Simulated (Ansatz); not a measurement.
BaZrO3 (cubic perovskite, Pm-3m), a = b = c = 4.192 Å, α = β = γ = 90.00°.

Relaxed with the program Ansatz at the HSE06 level (PAW). Indices refer to the conventional cell of Pm-3m, a = b = c = 4.192 Å, α = β = γ = 90.00°.

**Question.** Simulate the powder diffraction pattern (Mo Kα, λ = 0.71073 Å; lines above 1 %) up to 2θ = 45°.

**Answer.** Simulated powder pattern, Mo Kα, λ = 0.71073 Å (kinematic, ideal powder, no thermal factors, no anomalous dispersion; the 30 strongest lines at most, above 1 %, up to 2θ = 45°):

```json
[
 {"2θ (°)": "9.73", "d (Å)": "4.192", "I/Imax (%)": "1.1", "hkl": "(100)"},
 {"2θ (°)": "13.77", "d (Å)": "2.964", "I/Imax (%)": "100", "hkl": "(110)"},
 {"2θ (°)": "16.89", "d (Å)": "2.420", "I/Imax (%)": "7.2", "hkl": "(111)"},
 {"2θ (°)": "19.52", "d (Å)": "2.096", "I/Imax (%)": "34", "hkl": "(200)"},
 {"2θ (°)": "23.97", "d (Å)": "1.711", "I/Imax (%)": "46", "hkl": "(211)"},
 {"2θ (°)": "27.75", "d (Å)": "1.482", "I/Imax (%)": "23", "hkl": "(220)"},
 {"2θ (°)": "31.10", "d (Å)": "1.326", "I/Imax (%)": "21", "hkl": "(310)"},
 {"2θ (°)": "32.66", "d (Å)": "1.264", "I/Imax (%)": "2.3", "hkl": "(311)"},
 {"2θ (°)": "34.16", "d (Å)": "1.210", "I/Imax (%)": "7.9", "hkl": "(222)"},
 {"2θ (°)": "36.99", "d (Å)": "1.120", "I/Imax (%)": "25", "hkl": "(321)"},
 {"2θ (°)": "39.64", "d (Å)": "1.048", "I/Imax (%)": "3.6", "hkl": "(400)"},
 {"2θ (°)": "42.16", "d (Å)": "0.988", "I/Imax (%)": "12", "hkl": "(411)+(330)"},
 {"2θ (°)": "44.56", "d (Å)": "0.937", "I/Imax (%)": "9.5", "hkl": "(420)"}
]
```

The cell was relaxed with HSE06 under the symmetry of its start. The run is not spin-polarised. Scalar-relativistic: spin–orbit coupling is off unless named, which matters more the heavier the elements.

Potentials: the later of the program's two PAW sets.
